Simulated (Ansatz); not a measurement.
A geometry of Ru away from equilibrium: step 4 of the relaxation of a relaxed Ru cell displaced along its unstable phonon at q = (½, 0, 0) of its primitive reciprocal cell (69i cm⁻¹), largest move 0.15 Å. The numbers are results of PBE (plane waves to 420 eV, PAW, scalar-relativistic; Ansatz, a first-principles code), not measurements. Γ-centred k-mesh 5×10×5 on the run's cell (coarser than for final values), Fermi–Dirac smearing 0.05 eV. The plane waves were selected for a different cell earlier on the path.

```
Ru
1.0
    7.22345     0.02449     0.00000
   -1.79526     3.10948     0.00000
    0.00000     0.00000     6.36885
Ru
8
Direct
  0.15503   0.79617   0.07575
  0.65503   0.51389   0.07575
  0.34497   0.20383   0.57575
  0.84497   0.48611   0.57575
  0.34497   0.48611   0.92425
  0.84497   0.20383   0.92425
  0.15503   0.51389   0.42425
  0.65503   0.79617   0.42425
```

Problem. Give the Cartesian forces on all atoms (eV/Å).

Solution. 
```json
[
 {"atom": "Ru1", "Fx": "-0.46", "Fy": "0.20", "Fz": "0.01"},
 {"atom": "Ru2", "Fx": "-0.06", "Fy": "-0.49", "Fz": "0.01"},
 {"atom": "Ru3", "Fx": "0.46", "Fy": "-0.20", "Fz": "0.01"},
 {"atom": "Ru4", "Fx": "0.06", "Fy": "0.49", "Fz": "0.01"},
 {"atom": "Ru5", "Fx": "0.06", "Fy": "0.49", "Fz": "-0.01"},
 {"atom": "Ru6", "Fx": "0.46", "Fy": "-0.20", "Fz": "-0.01"},
 {"atom": "Ru7", "Fx": "-0.06", "Fy": "-0.49", "Fz": "-0.01"},
 {"atom": "Ru8", "Fx": "-0.46", "Fy": "0.20", "Fz": "-0.01"}
]
```

The path ends in P6₃/mmc (No. 194) (hcp (Mg type)). No spin polarisation in the result.

The run could not lose the symmetry of its start.

Of the parent cell (P6₃/mmc (No. 194)): it is a generated cell of Ru: the first start was made by placing the elements on the sites of a structure type, and the end was not matched to a known phase here, so it may be hypothetical. A known form of Ru has the same space group but another cell.
